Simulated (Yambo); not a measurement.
G0W0@PBEsol for HgO (space group P3_121, No. 152) in Yambo. Reference settings: 3×3×1 Γ-centred k mesh, bands 25 to 330 and a 7 Ry block in the screening, 330 bands in G with the Bruneval-Gonze terminator, plasmon pole fitted at 27.2 eV. The PBEsol gap Γ → Γ on this mesh is 1.49 eV; G0W0 gaps are taken between the same points.

```json
[
 {"change from the reference": "reference settings", "G0W0 gap Γ → Γ (eV)": "2.56", "shift of the valence edge (eV)": "-0.30"},
 {"change from the reference": "no terminator", "G0W0 gap Γ → Γ (eV)": "2.60", "shift of the valence edge (eV)": "-0.07"},
 {"change from the reference": "178 bands in W", "G0W0 gap Γ → Γ (eV)": "2.58", "shift of the valence edge (eV)": "-0.20"},
 {"change from the reference": "6 Ry block", "G0W0 gap Γ → Γ (eV)": "2.55", "shift of the valence edge (eV)": "-0.29"},
 {"change from the reference": "228 bands in G", "G0W0 gap Γ → Γ (eV)": "2.55", "shift of the valence edge (eV)": "-0.29"},
 {"change from the reference": "3 Ry block", "G0W0 gap Γ → Γ (eV)": "___", "shift of the valence edge (eV)": "-0.37"},
 {"change from the reference": "152 bands in G, no terminator", "G0W0 gap Γ → Γ (eV)": "2.64", "shift of the valence edge (eV)": "0.34"},
 {"change from the reference": "152 bands in W, 152 bands in G", "G0W0 gap Γ → Γ (eV)": "2.60", "shift of the valence edge (eV)": "-0.15"}
]
```

Estimate the withheld gaps from the other rows; the computed values follow.


- 3 Ry block, G0W0 gap Γ → Γ (eV): 2.61

The reference isn't shown to be the converged limit. The mesh misses a band edge: along a dense path the PBEsol gap is 1.31 eV against 1.49 eV on the mesh.

Spin-orbit coupling is included.

Geometry relaxed with PBE+D3(BJ); primitive cell a = b = 3.651 Å, c = 8.829 Å, α = β = 90.00°, γ = 120.00°.

The structure is a Materials Project entry; no match was found in the copy of COD used, and its stability was not checked.

A shift is the quasiparticle energy of the state minus its PBEsol energy.
